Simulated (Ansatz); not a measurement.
## GdBi (CsCl-type structure)

The computed numbers are results of PBEsol, scalar-relativistic (collinear spin) in the plane-wave PAW code Ansatz at 420 eV, Γ-centred 8×8×8 mesh, 0.05 eV Gaussian smearing. The datasets are Ansatz's generated set soft_2.

```cif
data_structure
_symmetry_space_group_name_H-M 'P 1'
_symmetry_Int_Tables_number 1
_cell_length_a 3.8530
_cell_length_b 3.8530
_cell_length_c 3.8530
_cell_angle_alpha 90.000
_cell_angle_beta 90.000
_cell_angle_gamma 90.000
_cell_volume 57.20
loop_
_atom_site_label
_atom_site_type_symbol
_atom_site_fract_x
_atom_site_fract_y
_atom_site_fract_z
_atom_site_occupancy
Gd1 Gd 0.00000 0.00000 0.00000 1
Bi1 Bi 0.50000 0.50000 0.50000 1
```

This is a trial structure: such lanthanide and actinide compounds mostly take the rock-salt structure.

Magnetic state: ferromagnetic, site spin moments Gd 7.08; Bi -0.07 μB.

The cell is relaxed to zero pressure at this level.

Path: Γ–X–M–Γ–R–X | R–M, with Γ = (0.000, 0.000, 0.000), X = (0.000, 0.500, 0.000), M = (0.500, 0.500, 0.000), R = (0.500, 0.500, 0.500) in reciprocal vectors of the calculation's cell.

Is it a metal or an insulator, and if it has a gap, where are the band edges on this path?

A metal: bands cross the Fermi level.

Bands as a text map, energy in eV from the Fermi level (dashes), each leg drawn with the same width, + spin up, o spin down, # both:
```
  3.71 |  +      o     o+  o+  #o  o o   o     o     
  3.43 | +   o+   #o+o    oo# o     +oo     ++     o 
  3.14 |+#+++++++  oo  #o#  +++    o +   o + +# o    
  2.86 |         + +o#o o  +   ++oo  +ooo++    + o +o
  2.57 |o+  o+    + +ooo+ +#+o+    + ++         + ooo
  2.29 |           + +++ ++      oo+  o#o+    +o   o+
  2.00 |+  o        +o  +    + oo++   +o+        ++  
  1.71 |    +        ++#   +o o         o          ++
  1.43 |ooo         o       oo    +   + +       o    
  1.14 |  o          + +oooo#  +++     + o     +  o  
  0.86 |+  #oo  ooooo   oooo +#o       oo o      o   
  0.57 |o##ooooooooo#ooo#ooo#ooooooooooo#oooooooooooo
  0.29 | o#ooo     +oooo + #o o                 +o+oo
  0.00 |ooo#------##-o--###o#o-----------+--------oo-
 -0.29 |    #o####+ + o    +             ###     +  o
 -0.57 | o +++++#+     +    o #         # #+         
 -0.86 |+++     +o   ++      +            +      #+++
 -1.14 | +       +         o+ +o                     
 -1.43 |  o       o        +   +       # #           
 -1.71 |  +       +       oo   #o               #    
 -2.00 |           #     o++    #o      o            
 -2.29 |            o   o+      ++o     +            
 -2.57 |   o        +ooo+ o      #+   #o       #   oo
 -2.86 |   +         #+#  +            +         o#++
 -3.14 |             + +oo        #o  o       o o+   
 -3.43 |    o       #   ++         # ##o     o##+    
 -3.71 |    +      o               +#+ +o   ##+      
 -4.00 |           +                    +            
        Γ      X      M      Γ      R      XR       M
```

Formal charges Gd³⁺, Bi³⁻ leave Gd³⁺ with an open 4f⁷ shell. The run still finds no gap: within 0.1 eV of the Fermi level the projected states are 54 % Gd 5d, 27 % Bi 6p, 16 % Gd 4f. Apart from the f shell, rare-earth antimonides and bismuthides of this kind are mostly semimetals, since the Gd 5d band overlaps the anion's p band.

Without a U the 4f levels of Gd lie too near the Fermi level, so their share of the states there, and what hangs on it, is overstated. These numbers lack spin–orbit coupling. The run wasn't fully tested for a lower electronic state. Site moments are of spin, integrated over atomic spheres. No antiparallel order was tried.
